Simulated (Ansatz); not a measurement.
All numbers below come from DFT PBE, scalar-relativistic, plane waves, PAW (Ansatz 0.2.0). Settings: cutoff 420 eV, Γ-centred meshes spaced at most about 0.3 Å⁻¹, and about 0.25 Å⁻¹ or finer for metals (2π included), Gaussian smearing. No spin polarisation in the final relaxations.

Temperature and zero-point effects are left out.

Two relaxed structures of Ti₂BN₃:

1.

```cif
data_structure
_symmetry_space_group_name_H-M 'P6/mmm'
_symmetry_Int_Tables_number 191
_cell_length_a 5.2723
_cell_length_b 5.2723
_cell_length_c 2.7192
_cell_angle_alpha 90.000
_cell_angle_beta 90.000
_cell_angle_gamma 120.000
_cell_volume 65.46
loop_
_atom_site_label
_atom_site_type_symbol
_atom_site_symmetry_multiplicity
_atom_site_Wyckoff_symbol
_atom_site_fract_x
_atom_site_fract_y
_atom_site_fract_z
_atom_site_occupancy
Ti1 Ti 2 c 0.33333 0.66667 0.00000 1
B1 B 1 a 0.00000 0.00000 0.00000 1
N1 N 3 g 0.50000 0.00000 0.50000 1
```

2.

```cif
data_structure
_symmetry_space_group_name_H-M 'P4/mmm'
_symmetry_Int_Tables_number 123
_cell_length_a 2.8029
_cell_length_b 2.8029
_cell_length_c 7.2337
_cell_angle_alpha 90.000
_cell_angle_beta 90.000
_cell_angle_gamma 90.000
_cell_volume 56.83
loop_
_atom_site_label
_atom_site_type_symbol
_atom_site_symmetry_multiplicity
_atom_site_Wyckoff_symbol
_atom_site_fract_x
_atom_site_fract_y
_atom_site_fract_z
_atom_site_occupancy
Ti1 Ti 2 h 0.50000 0.50000 0.80438 1
B1 B 1 d 0.50000 0.50000 0.50000 1
N1 N 1 a 0.00000 0.00000 0.00000 1
N2 N 2 g 0.00000 0.00000 0.71601 1
```

Question: Which is lower in energy, and by how much?

Answer: Cell 1 is lower, by 0.30 eV/atom. Cell 1 has space group P6/mmm (No. 191), 10.9 Å³/atom and no gap on its mesh; cell 2 has Ti and B ordered on caesium chloride sites, space group P4/mmm (No. 123), 9.5 Å³/atom and no gap. Counting B or N atoms around Ti (for each partner element, those within 1.25 times its shortest distance or 1.15 times the sum of covalent radii, where it is the nearest in units of that sum or under 1.3; a plus sign parts groups by distance over the sum of covalent radii), cell 1 has Ti 6+3 and cell 2 has Ti 5+4. The lower one is the more open, so pressure narrows the difference. In cell 1, Ti is surrounded by 6 N at 2.04 Å, 2 Ti at 2.72 Å, 3 B at 3.04 Å and 3 Ti at 3.04 Å; B is surrounded by 2 B at 2.72 Å, 12 N at 2.97 Å and 6 Ti at 3.04 Å; N has 4 Ti at 2.04 Å, 6 N at 2.64–2.72 Å and 4 B at 2.97 Å. In cell 2, around Ti lie 4 N at 2.08 Å, 1 B at 2.20 Å, 4 N at 2.44 Å and 5 Ti at 2.80–2.83 Å; around B lie 2 Ti at 2.20 Å, 8 N at 2.52 Å and 4 B at 2.80 Å; N on a site of symmetry 4/mmm is surrounded by 2 N at 2.05 Å and 8 Ti at 2.44 Å; 1 more site not described. Both come from invented guesses. A third cell relaxed alike, in P-62m, lies 0.58 eV/atom below the lower of the two.

Cells relaxed within their symmetry can be saddle points.
